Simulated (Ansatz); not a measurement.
YCu:
```
YCu
1.0
    3.46293     0.00000     0.00000
    0.00000     3.46293     0.00000
    0.00000     0.00000     3.46293
Y Cu
1 1
Cartesian
  0.00000   0.00000   0.00000
  1.73147   1.73147   1.73147
```

Relaxed with r²SCAN.

Problem. Map the electron localisation function on the plane through (0.000, 0.000, 0.000) spanned by u = [1, 0, 0] and v = [0, 1, 1] in lattice vectors, from r²SCAN in the plane-wave PAW code Ansatz.

Solution. x is the fraction of u, y of v (the angle between them is 90°; rows are the nearest grid lines); atoms in the plane: Y at (0.00, 0.00), Cu at (0.50, 0.50).
```
|-+@@%=      =%@@+-|
|+#@@%-      -%@@#+|
|@@@@#:  ..  :#@@@@|
|@@@%=. .::. .=%@@@|
|@%#+. .:--:. .+#%@|
|==:. .:-==-:. .:==|
|.   .:------:.   .|
| ..:-:::..:::-:.. |
|:---::......::---:|
|===-:..::::..:-===|
|++=:..:-++-:..:=++|
|++-:..-*@@*-..:-++|
|++-:..-*@@*-..:-++|
|++=:..:-++-:..:=++|
|===-:..::::..:-===|
|:---::......::---:|
| ..:-:::..:::-:.. |
|.   .:------:.   .|
|==:. .:-==-:. .:==|
|@%#+. .:--:. .+#%@|
|@@@%=. .::. .=%@@@|
|@@@@#:  ..  :#@@@@|
|+#@@%-      -%@@#+|
|-+@@%=      =%@@+-|
```
Scale: ten equal steps from 0.045 (start of ' ') to 0.862 (end of '@'), in the order ' .:-=+*#%@'; x runs from 0.000 to 1.00, y from 0.000 (bottom) to 1.00 (top).

The density is the valence pseudo-density with augmentation charge, so density and ELF within about 1 Å of a nucleus are not all-electron values.

Space group Pm-3m (CsCl type). The first step of the workflow began from a Materials Project structure, measured or hypothetical; the Crystallography Open Database copy checked does not list it. With Y and Cu taken as one species the cell has the higher symmetry Im-3m, so it may be an ordered model of a mixed-site phase. Whether it is the stable phase at ambient conditions was not checked. Symmetry was held in the r²SCAN relaxation; of distortions, only those at the zone centre were tested. No spin polarisation was allowed.

Potentials: the later of the program's two PAW sets.
